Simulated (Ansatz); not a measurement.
Space group P4mm (No. 99). a = 3.811 Å, b = 3.811 Å, c = 9.898 Å, α = 90.00°, β = 90.00°, γ = 90.00°
```tsv
atom	site	symmetry	x	y	z
Sn	1b	4mm	0.5000	0.5000	0.1243
Sn	1b	4mm	0.5000	0.5000	0.6092
Sn	1a	4mm	0.0000	0.0000	0.8857
Ge	1a	4mm	0.0000	0.0000	0.3918
O	2c	2mm.	0.0000	0.5000	0.0045
O	2c	2mm.	0.0000	0.5000	0.4899
```

Equation of state of this Sn$_{3}$GeO$_{4}$ structure (not necessarily the ground state), with shape and atoms relaxed at each volume where symmetry leaves them free. All numbers below come from Ansatz, DFT PBE, scalar-relativistic, plane waves, PAW.

Settings: cutoff 420 eV, Γ-centred mesh 8×8×4 on the computed 8-atom cell, Gaussian smearing of 0.02 eV; no spin polarisation.

```
V (Å³/atom)  E − E(largest V) (meV/atom)  P (GPa)  gap on mesh (eV)
     15.809                        18.46     4.57              0.00
     16.348                         5.79     3.03              0.21
     16.887                        -1.92     1.73              0.43
     17.426                        -5.86     0.76              0.61
     17.965                        -7.00     0.00              0.80
     18.504                        -6.15    -0.54              0.99
     19.043                        -4.00    -0.87              1.18
     19.762                         0.00    -1.07              1.42
```

Task: Fit a third-order Birch–Murnaghan equation, E = E0 + (9V0B0/16)·[(x − 1)³B0' + (x − 1)²(6 − 4x)] with x = (V0/V)^(2/3), to E(V).

Result: V0 = 17.98 Å³/atom, B0 = 19 GPa, B0' = 11.2. B0' is unusual or poorly fixed by this range.

The cell holds layers, chains or molecules and no dispersion correction was added, so their binding is poorly described.

The slope of the tabulated pressures gives B = 21 GPa at V0, so the fit is only rough here.

Another cell of Sn3GeO4 relaxed alike, in P1, lies 41 meV/atom lower, so this cell isn't the stable form at this level.

The cell was found from a structure generator's guess, not taken from experiment.
